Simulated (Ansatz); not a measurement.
Ag (hcp, Mg type)

```
CELL_PARAMETERS angstrom
      2.90274     0.00000     0.00000
     -1.45137     2.51384     0.00000
      0.00000     0.00000     4.75012
ATOMIC_POSITIONS crystal
  Ag 0.33333 0.66667 0.25000
  Ag 0.66667 0.33333 0.75000
```

Equation-of-state scan: isotropic scaling of the cell above, V₀ being its volume. Symmetry pins the atoms to their sites.

These are r2SCAN (plane waves to 500 eV, PAW, scalar-relativistic; Ansatz, an electronic-structure program) values and carry that method's errors. k mesh 18×18×10 (Γ-centred), Fermi-Dirac smearing 0.05 eV. The energy includes the smearing's −TS. Compression counts positive. With the shape held, the modulus is that of even scaling; a crystal free to change shape is softer. Ag was relaxed with its symmetry unable to fall. This is one of several known forms of Ag; the measured ambient cells at hand have space group No. 225. The zero of ΔE is the relaxed starting cell. The last digit holds for this mesh only.

```
V (Å³/atom)  ΔE (meV/atom)
-----------  -------------
15.598                70.1
15.944                42.7
16.291                22.9
16.638                 9.7
16.984                 2.3
17.331                 0.0
17.678                 2.1
18.024                 8.1
18.371                17.5
18.717            withheld
19.064                44.7
```

**Question.** Fit a third-order Birch-Murnaghan form (E₀, V₀, B₀, B₀′ free) to the given rows and predict ΔE at V = 18.717.

**Answer.** Least squares on the 10 given rows: ΔE = E₀ + (9V₀B₀/16)·y²·[2 + (B₀′ − 4)y], y = (V₀/V)^(2/3) − 1, with V₀ = 17.331 Å³/atom, B₀ = 102.4 GPa (160.2 GPa = 1 eV/Å³; the term in eV is multiplied by 1000), B₀′ = 5.73, E₀ = -0.01 meV/atom; root-mean-square residual 0.02 meV/atom. At 18.717 the fit gives 29.8 meV/atom; the calculation gives 29.8 meV/atom, the same to the digits shown. For the pressure the fit gives -6.3 GPa against the computed -6.3 GPa.

(A scan under strain: stresses follow from slopes of the energy per volume, elastic moduli from its curvatures.)
